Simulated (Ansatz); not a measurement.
## Guessed and relaxed cells of BaB12

The cell of BaB12 is invented: random cell by space group and Wyckoff sites (P622, No. 177). The dimensions are guesses.

POSCAR.start

```
Ba B
1.0
     4.29533    0.00000    0.00000
    -2.14767    3.71987    0.00000
     0.00000    0.00000    6.74153
Ba B
1 12
Cartesian
  0.0000 0.0000 0.0000
  -1.1196 2.4831 2.5085
  0.5570 1.5087 2.5085
  0.5626 3.4479 2.5085
  3.2672 1.2367 2.5085
  1.5907 2.2112 2.5085
  1.5851 0.2720 2.5085
  2.7102 0.2720 4.2331
  1.0281 1.2367 4.2331
  2.7047 2.2112 4.2331
  -0.5626 3.4479 4.2331
  1.1196 2.4831 4.2331
  -0.5570 1.5087 4.2331
```

Computed with DFT PBE, scalar-relativistic, plane waves, PAW (Ansatz). Cutoff 420 eV, Gaussian smearing, Γ-centred meshes. Cell and atoms relax first on a coarse mesh and then on a finer one. In between, the cell is made exact in the group found at 0.06 Å. In metals the finer mesh still leaves noise of several meV/atom or more. The steps can't lower the symmetry of their start. No spin polarisation.

POSCAR.end

```
Ba B
1.0
     5.16636    0.00000    0.00000
    -2.58318    4.47420    0.00000
     0.00000    0.00000    6.90523
Ba B
1 12
Direct
  0.00000 0.00000 0.00000
  0.00000 0.66618 0.36573
  0.33382 0.33382 0.36573
  0.66618 0.00000 0.36573
  0.00000 0.33382 0.36573
  0.66618 0.66618 0.36573
  0.33382 0.00000 0.36573
  0.66618 0.00000 0.63427
  0.33382 0.33382 0.63427
  0.00000 0.66618 0.63427
  0.33382 0.00000 0.63427
  0.66618 0.66618 0.63427
  0.00000 0.33382 0.63427
```

The symmetry goes from P622 (No. 177) to P6/mmm (No. 191). The volume per atom grows by 48.2 %, from 8.3 to 12.3 Å³. The shortest distance goes from 1.25 Å (B–B) to 1.72 Å (B–B). The energy falls by about 1.9 eV/atom (the start's value is from the coarse mesh).

```yaml
Volume_per_atom: 12.28 Å³
Density: 2.78 g/cm³
Formation_energy: +0.42 eV/atom
Gap_on_the_12×12×6_mesh_of_the_13-atom_cell: 0 eV (a metal)
```

The zero of energy is the elements' standard structures at the same level; no fitted shifts are applied. It can't be a ground state, since the elements alone are lower.

The last run used Gaussian smearing of 0.10 eV. A structure relaxed within its symmetry needn't be a true minimum. In all, the 3 runs took 3.7 min on 1 thread of Arm Neoverse V2, on a shared host.
